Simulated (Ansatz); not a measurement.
ZrSiS:
```xyz
6
Lattice="3.5186 0.0000 0.0000 0.0000 3.5186 0.0000 0.0000 0.0000 8.0294" Properties=species:S:1:pos:R:3 pbc="T T T"
S      0.0000     1.7593     4.9820
S      1.7593     0.0000     3.0474
Si     0.0000     0.0000     0.0000
Si     1.7593     1.7593     0.0000
Zr     0.0000     1.7593     2.1760
Zr     1.7593     0.0000     5.8534
```

Relaxed with PBEsol. Special points in fractions of this cell's reciprocal vectors: Γ (0.000, 0.000, 0.000); X (0.000, 0.500, 0.000); M (0.500, 0.500, 0.000); Z (0.000, 0.000, 0.500); R (0.000, 0.500, 0.500); A (0.500, 0.500, 0.500).

Task: List the band energies nearest the Fermi level at these points for PBEsol (plane waves, PAW; program Ansatz).

Result: In eV from the Fermi level; about four levels below and three above (degenerate sets whole), none deeper than 8.9 eV; points with the same levels are listed once.

```json
[
 {"k": "Γ", "below": "-2.36 -2.15 -2.15 -1.25", "above": "0.13 0.79 1.26 1.26 1.26"},
 {"k": "X", "below": "-1.97 -1.97 -0.66 -0.66", "above": "0.70 0.70 2.21 2.21"},
 {"k": "M", "below": "-3.88 -3.88 -2.26 -2.26", "above": "2.91 2.91 2.96 2.96"},
 {"k": "Z", "below": "-2.73 -2.73 -2.65 -2.08 -2.08", "above": "1.17 1.26 1.33"},
 {"k": "R", "below": "-2.10 -2.10 -0.42 -0.42", "above": "0.77 0.77 1.76 1.76"},
 {"k": "A", "below": "-3.78 -3.78 -2.24 -2.24", "above": "1.15 1.15 3.01 3.01"}
]
```

Space group P4/nmm. The workflow started from an entry of the Crystallography Open Database (COD). Its standing as an ambient phase is unchecked. Symmetry was held in the PBEsol relaxation; whether a distortion lowers the energy is not shown. No spin polarisation was allowed. Scalar-relativistic: spin–orbit coupling is off unless named, which matters more the heavier the elements.

Potentials: the later of the program's two PAW sets.
